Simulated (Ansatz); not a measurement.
## Convergence test, CsRb₃

Method: DFT r2SCAN, scalar-relativistic, plane waves, PAW in Ansatz.

```xyz
4
Lattice="-3.7013 3.7013 7.4177 3.7013 -3.7013 7.4177 3.7013 3.7013 -7.4177" Properties=species:S:1:pos:R:3 pbc="T T T"
Cs    0.0000    0.0000    0.0000
Rb    0.0000    3.7013    3.7088
Rb    3.7013    0.0000    3.7088
Rb    0.0000    0.0000    7.4177
```

The plane-wave cutoff is 500 eV, the occupation rule is Gaussian smearing, 0.1 eV and the spin treatment is unpolarised.

The atoms stay fixed while the k-point mesh is varied. ΔE is the energy extrapolated to zero smearing, less that of the reference run (8×8×8). The cell isn't necessarily relaxed at this level. The meshes are Γ-centred. Spin–orbit coupling is left out. Pressure is positive in compression.

Problem. One run gave ΔE = -2.93 meV/atom and P = 0.00 GPa. Which k-point mesh did it use, of 1×1×1, 2×2×2, 4×4×4, 6×6×6?

Solution. 6×6×6. All runs:

| mesh | ΔE (meV/atom) | P (GPa) | irreducible points |
| --- | --- | --- | --- |
| 1×1×1 | -34.3 | -0.86 | 1 |
| 2×2×2 | -37.0 | -0.04 | 4 |
| 4×4×4 | -0.70 | -0.01 | 13 |
| 6×6×6 | -2.93 | 0.00 | 30 |
| 8×8×8 | 0.00 | 0.00 | 59 |